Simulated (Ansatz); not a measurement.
Cr (bcc (W type), Im-3m) at seven volumes, r²SCAN in the plane-wave PAW code Ansatz, scaled uniformly. One row is withheld.

```tsv
V (Å³/atom)	P (GPa)
11.821	12.85
12.211	7.77
12.601	3.46
12.990	0.00
13.380	?
13.770	-5.30
14.159	-7.62
```

Problem. Fit the shown pressures and predict the withheld one.

Solution. P = (3/2)B₀(x^(7/2) − x^(5/2))[1 + (3/4)(B′ − 4)(x − 1)] with x = (V₀/V)^(2/3). Least squares on the six rows gives V₀ = 12.990 Å³/atom, B₀ = 108 GPa, B′ = 4.92. At V = 13.380, x = 0.9805 and P = -2.97 GPa. The run itself gave -2.82 GPa.

The r²SCAN relaxation kept the symmetry of its start, as lowered by the spin order. Spin order of the final state: antiferromagnetic, chosen from 4 collinear starts compared on coarse meshes (ties went to the first, and starts can fall back to one state), not a proven ground state. Textbook magnetic order: a spin-density-wave antiferromagnet. Other orbital occupations within this spin state were not tried.

Potentials: the earlier of the program's two PAW sets.
